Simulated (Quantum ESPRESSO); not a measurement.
BaO has the hexagonal space group P6₃/mmc (No. 194), the NiAs type structure, Pearson symbol hP4. Conventional cell: a = b = 3.743 Å, c = 6.533 Å, α = β = 90.00°, γ = 120.00°. O on 2a sees 6 Ba at 2.709 Å (octahedral). Ba on 2c has 6 O at 2.709 Å (trigonal prismatic). (Neighbours: up to the widest gap in distance over summed covalent radii, below 1.35, at either atom; cation-cation contacts left out.)

Cell and atoms were relaxed with PBEsol from Materials Project entry mp-1008500, within its symmetry.

Problem. What does norm-conserving PBEsol (Quantum ESPRESSO, 84 Ry, with spin-orbit coupling) give for the electronic structure near the Fermi level?

Solution. The PBEsol gap is 2.40 eV and nearly direct: the edges lie at H and M, the smallest direct gap within 0.02 eV of it. Another valence extremum on the path lies within 0.02 eV, too close to call. 

This is not the ordinary phase of the substance; no match was found in the copy of COD used, and its stability was not checked.
